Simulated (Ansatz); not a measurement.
Run times of several calculations on SnO2 with phosphorus replacing O

SnO2 with phosphorus replacing O, cell charge -1. Cell: 36 atoms, space group Pmm2, a = 6.701 Å, b = 6.701 Å, c = 9.559 Å, α = 90.00°, β = 90.00°, γ = 90.00°.

All runs are DFT with Ansatz 0.2.0 on 1 thread of Intel Xeon 6975P-C (Granite Rapids) (x86_64; 16 cores open to the job, memory cap 3.0 GiB, no GPU), a shared host.

(1) Rank the runs by wall time, shortest first.
A. single point at relaxed positions, r2SCAN, 500 eV, 3×3×2 k-points, smearing 0.01 eV
B. single point, PBE, 420 eV, 3×3×2 k-points, smearing 0.01 eV
C. relaxation of the ions, PBE, 420 eV, 3×3×2 k-points, smearing 0.01 eV

Answers

(1) B (65 s, 1.1 GiB), A (1.8 min, 1.8 GiB), C (4 min, 1.3 GiB).
